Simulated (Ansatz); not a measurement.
**BeGa$_{3}$: energy along a strain**

BeGa$_{3}$, I4/mmm, a = 3.916 Å, c = 7.832 Å. The structure is a Materials Project entry; whether it is the stable form wasn't checked. Ansatz: r2SCAN, PAW, 500 eV, Γ-centred 18×18×18 mesh on 4 atoms, Gaussian smearing 0.15 eV; no spin polarisation. Cell vectors (Å): -1.958 1.958 3.916; 1.958 -1.958 3.916; 1.958 1.958 -3.916. The cell is strained by x per cent times the pattern (0 0 1 0 0 0) in the order xx yy zz yz xz xy (engineering shears), with fractional coordinates held. y is the free energy over the start, V0 = 15.015 Å³/atom.

```
x (%) y (meV/atom)
-2.00             ?
-1.00          0.80
 0.00          0.00
 0.50          0.00
 1.50          0.74
 2.00          1.46
```

Q: Fit y = c1 x + c2 x² + c3 x³ to the other rows, get the stiffness along the pattern, and predict the missing energy.

A: Least squares on the rows shown. y = −0.2601 x + 0.5249 x² − 0.01494 x³. The clamped-ion stiffness p·C·p = 2 × 5.249 eV × 160.2 / 15.015 Å³ = 112 GPa, which is C33 in these axes; c1 is there for the stress left in the start, which by itself gives a slope of -0.26 meV/atom per %. At x = -2.00 the fit asked for gives 2.74 meV/atom. The run gave 2.66 meV/atom, so the fit is 0.08 meV/atom too high, a small miss on the scale of the series. The form still works here, 33 % of the fitted range beyond its end.

Cost: 6 runs of about 12 core-minutes in all, on Arm Neoverse V1 (shared hosts).